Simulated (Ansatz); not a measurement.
Input:

ZrIr:
```
CELL_PARAMETERS angstrom
      3.05722     0.00000     0.00000
      0.00000     3.05722     0.00000
      0.00000     0.00000     3.62241
ATOMIC_POSITIONS crystal
  Zr 0.50000 0.50000 0.50000
  Ir 0.00000 0.00000 0.00000
```

This is the LDA-relaxed structure. x, y and z are the axes in which the lattice vectors are written.

Question: All from the program Ansatz at the LDA level (PAW), unless another level is named. Give the Young's modulus.

Answer: 151 GPa.

Question: And the elastic constants (relaxed ions, GPa)?

Answer: C11 = 275, C12 = 172, C13 = 192, C33 = 334, C44 = 56.4, C66 = 51.0.

Question: Next, the highest zone-centre frequency?

Answer: 4.90 THz.

Space group P4/mmm (L1₀ or tetragonal B2). The workflow started from a Materials Project entry (that database holds measured and hypothetical structures alike); the Crystallography Open Database copy checked does not list it. COD files the formula under space group No. 221, so this cell is another polymorph or a model. With Zr and Ir taken as one species the cell has the higher symmetry I4/mmm, so it may be an ordered model of a mixed-site phase. Its standing as an ambient phase is unchecked. The LDA relaxation kept the symmetry of its start; of distortions, only those at the zone centre were tested. The run is not spin-polarised. As this level gives no gap, shear constants depend on the k-mesh and smearing (Fermi–Dirac, 0.1 eV here). As this level gives no gap, phonon frequencies hold no LO–TO term and depend on the k-mesh and smearing (Fermi–Dirac, 0.1 eV here). On the denser mesh and wider smearing of the elastic run this cell carries a stress of 0.4 GPa. Scalar-relativistic: spin–orbit coupling is off unless named, which matters more the heavier the elements.

Potentials: the later of the program's two PAW sets.
